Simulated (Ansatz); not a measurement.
Mg6Sn2Si on the sites of Ni6SnTe2 (No. 107): an Ansatz output whose functional has been blanked. The geometry is the r2SCAN+rVV10 minimum.

```cif
data_structure
_symmetry_space_group_name_H-M 'P 1'
_symmetry_Int_Tables_number 1
_cell_length_a 11.1705
_cell_length_b 11.1705
_cell_length_c 11.1705
_cell_angle_alpha 156.695
_cell_angle_beta 156.695
_cell_angle_gamma 33.194
_cell_volume 217.98
loop_
_atom_site_label
_atom_site_type_symbol
_atom_site_fract_x
_atom_site_fract_y
_atom_site_fract_z
_atom_site_occupancy
Mg1 Mg 0.50235 0.50235 0.00000 1
Mg2 Mg 0.91095 0.41095 0.50000 1
Mg3 Mg 0.41095 0.91095 0.50000 1
Mg4 Mg 0.09323 0.59323 0.50000 1
Mg5 Mg 0.59323 0.09323 0.50000 1
Mg6 Mg 0.80209 0.80209 0.00000 1
Si1 Si 0.00140 0.00140 0.00000 1
Sn1 Sn 0.32426 0.32426 0.00000 1
Sn2 Sn 0.67115 0.67115 0.00000 1
```

```
scf.n_extra_bands = 6 over 46 filled bands (N_el = 92.0): the run solves 52 bands
Pseudopotential: Mg, paw, valence charge 10, recommended cutoff 500 eV
Pseudopotential: Si, paw, valence charge 4, recommended cutoff 500 eV
Pseudopotential: Sn, paw, valence charge 14, recommended cutoff 500 eV
Crystal: 9 atoms, lattice volume = 217.976 Å³
Basis set: ecut = 500 eV, 5531 PW (Γ), FFT grids on a1+a3, a2+a3, a3
Symmetry: 8 space group operations
Space group: I4mm (ITA 107)
k-points: 102 of 1000 (time reversal used)
SCF 1 converged in 8 iterations: F = -24267.591456 eV  dr2 = 1.71e-8
SCF converged after 8 iterations
Free energy (F): -24267.591456 eV
Internal energy: -24267.580767 eV  (E = F + TS)
E sigma→0 (E₀):  -24267.586112 eV
Entropy (-TS):   -0.010689 eV (-1.188 meV/atom)
Fermi energy:    6.523294 eV
--- Per-component energies (eV) ---
  E_band       = -2465.176794
  E_kinetic    = 861.810732
  E_local      = -12551.445516
  E_nonlocal   = 533.765973
  E_hartree    = 5070.089725
  E_xc         = -953.534737
  E_vxc        = -489.016664
  E_paw        = -10615.842025
  E_vpaw       = -991.441282
  E_vtau       = 30.973291
  E_ewald      = -6613.661866
  E_core_change = 1.236958
  E_smearing   = -0.010689
--- Forces (eV/Å), atoms counted from 1 ---
  atom   1  Mg      0.00000      0.00000      0.01789
  atom   2  Mg      0.00000      0.00000    -0.00471
  atom   3  Mg      0.00000      0.00000    -0.00471
  atom   4  Mg      0.00000      0.00000      0.01623
  atom   5  Mg      0.00000      0.00000      0.01623
  atom   6  Mg      0.00000      0.00000      0.00299
  atom   7  Si      0.00000      0.00000      0.00292
  atom   8  Sn      0.00000      0.00000      0.00192
  atom   9  Sn      0.00000      0.00000    -0.04871
--- Stress (GPa, compression-positive) ---
        0.086095       0.000000       0.000000
        0.000000       0.086095       0.000000
        0.000000       0.000000      -0.136761
  P = ⅓ Tr σ = 0.0118 GPa (0.118 kbar)
--- Band table (eV; the first three rows and the last of 102) ---
  k-point 0: bands = […, 4.3834, 5.5989, 5.5989, 5.6370, 6.5551, 6.8380, 6.9520, 6.9520, 6.9886, 8.7022, …]
  k-point 1: bands = […, 4.2118, 4.9248, 5.1211, 6.0005, 6.4607, 6.5394, 6.5668, 7.7859, 7.9045, 8.8879, …]
  k-point 2: bands = […, 4.2430, 4.3001, 4.4351, 5.1794, 5.8003, 5.8175, 7.7344, 8.1417, 8.2398, 8.6654, …]
  k-point 101: bands = […, 4.4167, 4.9902, 5.8171, 5.8171, 5.8925, 6.5802, 6.5802, 6.9796, 7.7110, 8.9149, …]
```

bands.tsv, columns around the gap (it counts bands from 0):
```tsv
# k_distance	band_41	band_42	band_43	band_44	band_45	band_46	band_47	band_48	band_49
# fermi_ev = 6.523294
# [0, 0, 0] at k_distance = 0.000000
# [0, 0, 0.5] at k_distance = 0.984594
# [0.25, 0.25, 0.25] at k_distance = 1.131327
# [0, 0.5, 0] at k_distance = 1.827540
# [0.5, 0.5, -0.5] at k_distance = 2.539048
# [0.2611047789, 0.7388952211, -0.2611047789] at k_distance = 3.204336
# [-0.2611047789, 0.2611047789, 0.2611047789] at k_distance = 3.504248
# [-0.0222095579, 0.0222095579, 0.5] at k_distance = 4.169536
# [0.5, 0.5, -0.0222095579] at k_distance = 4.469449
# levels_relative_to = fermi_ev
0.000	-0.924	-0.924	-0.886	0.032	0.315	0.429	0.429	0.465	2.179
0.985	-3.281	-3.094	-2.318	-2.128	-1.913	-0.947	0.304	0.433	1.220
1.131	-3.402	-3.071	-2.167	-2.113	-2.113	-0.851	0.131	0.778	0.778
1.828	-2.067	-1.105	-0.871	-0.108	0.310	0.683	1.077	1.995	2.003
2.539	-1.533	-0.706	-0.706	-0.631	0.057	0.057	0.456	1.188	2.392
3.204	-1.456	-1.196	-1.117	-0.111	0.329	0.760	1.189	1.836	1.966
3.504	-1.456	-1.196	-1.117	-0.111	0.329	0.760	1.189	1.836	1.966
4.170	-3.274	-3.015	-2.311	-2.194	-1.902	-0.898	0.289	0.491	1.227
4.469	-3.274	-3.015	-2.311	-2.194	-1.902	-0.898	0.289	0.491	1.227
```
In order the rows are Γ, X, P, N, M, S, S₀, R, G.

Problem. Which level of theory was used?
A. r2SCAN+rVV10
B. r2SCAN0
C. r2SCAN
D. PBE

Solution. A. r2SCAN+rVV10. The term E_vtau belongs to a meta-GGA, which reads the kinetic-energy density. There is no exchange loop, so no exact exchange. r2SCAN+rVV10 gives no gap: the lowest nominally empty band dips 1.34 eV below the top of the last filled one (its bottom at X, the top at Γ–M (0.20 of the way from Γ)), so the cell is a metal or semimetal at this level. Within one family of functionals the choice rests on the size of the gap and stress, not on a line of the log.

Run as `ansatz run input.yaml --threads 4 --pin off --max-ram 4608MiB --backend cpu --events-out ev --progress --plain --runs-dir out`. It took 90 s on 4 threads of Intel(R) Xeon(R) Processor @ 2.70GHz (shared host), load about 0.8 per core; peak host memory 1.8 GiB.

No spin polarisation and no zero-point or thermal motion; the cell was built from a prototype and may be hypothetical.

Spin-orbit coupling is left out, which matters wherever the heavy atoms make up the band edges.
